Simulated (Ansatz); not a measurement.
Cs$_{2}$NaLaCl$_{6}$:
Space group Fm-3m (No. 225); a = 10.6592 Å, b = 10.6592 Å, c = 10.6592 Å, α = 90.00°, β = 90.00°, γ = 90.00°

| atom | site | symmetry | x | y | z |
|---|---|---|---|---|---|
| Cs | 8c | -43m | 0.2500 | 0.2500 | 0.2500 |
| Na | 4b | m-3m | 0.5000 | 0.5000 | 0.5000 |
| La | 4a | m-3m | 0.0000 | 0.0000 | 0.0000 |
| Cl | 24e | 4m.m | 0.0000 | 0.0000 | 0.2540 |
(The calculation used a cell of 10 atoms; values per cell refer to that cell.)

Relaxed with LDA.

Give the optical modes at the zone centre with their infrared and Raman activity from DFPT, DFT-LDA in the program Ansatz with PAW potentials.

Transverse frequencies, without the LO–TO term; a row sums one degenerate level.

```
ω (cm⁻¹)  degeneracy  IR ((D/Å)²/amu)  Raman (Å⁴/amu)  activity  symmetry
--------  ----------  ---------------  --------------  --------  --------
43i                3             0.00               0    silent       T1g
33                 3             0.00             3.7     Raman       T2g
36                 3             5.26               0        IR       T1u
46                 3             0.00               0    silent       T2u
77                 3             5.34               0        IR       T1u
97                 3             0.00              37     Raman       T2g
200                3             0.00               0    silent       T1u
242                2             0.00             8.9     Raman        Eg
274                3            22.86               0        IR       T1u
295                1             0.00              38     Raman       A1g
```

How high does the top mode go among those that the LO–TO term moves?

308 cm⁻¹ for q along x.

The first step of the workflow began from a Materials Project structure, measured or hypothetical; the Crystallography Open Database copy checked does not list it. Its standing as an ambient phase is unchecked. The LDA relaxation kept the symmetry of its start; phonons on a q-mesh show weakly imaginary modes. Scalar-relativistic: spin–orbit coupling is off unless named, which matters more the heavier the elements.

Potentials: the later of the program's two PAW sets.
